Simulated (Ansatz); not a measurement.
Task: Each is relaxed and computed with r²SCAN (plane waves, PAW; program Ansatz). Which is the only metal?
(A) SrBiIO2, Cmcm (Sr on 4c, Bi on 4c, I on 4c, O on 8e)
(B) CsGeI3, R3m (Cs on 3a, Ge on 3a, I on 9b)
(C) EuGe, Cmcm (Eu on 4c, Ge on 4c)
(D) AlCuGeSe4, I-4 (Al on 2c, Cu on 2a, Ge on 2b, Se on 8g)

Result: C, EuGe, Cmcm (Eu on 4c, Ge on 4c). EuGe: metal; CsGeI3: gap 1.10 eV (direct); SrBiIO2: gap 3.34 eV (indirect); AlCuGeSe4: gap 1.34 eV (indirect). Caveat: open 4f shells can settle in a state that is not the lowest. Spin orders computed, not proven ground states: EuGe, Cmcm (Eu on 4c, Ge on 4c) ferromagnetic. Standing as an ambient phase not checked: EuGe, Cmcm (Eu on 4c, Ge on 4c); CsGeI3, R3m (Cs on 3a, Ge on 3a, I on 9b); SrBiIO2, Cmcm (Sr on 4c, Bi on 4c, I on 4c, O on 8e); AlCuGeSe4, I-4 (Al on 2c, Cu on 2a, Ge on 2b, Se on 8g). All cells were relaxed under the symmetry of their starts (and spin orders); stability against distortions was not tested throughout. Rows with no word on spin ran without spin polarisation. No Hubbard U is applied. Spin–orbit coupling is left out wherever it is not named.

Potentials: the later of the program's two PAW sets.
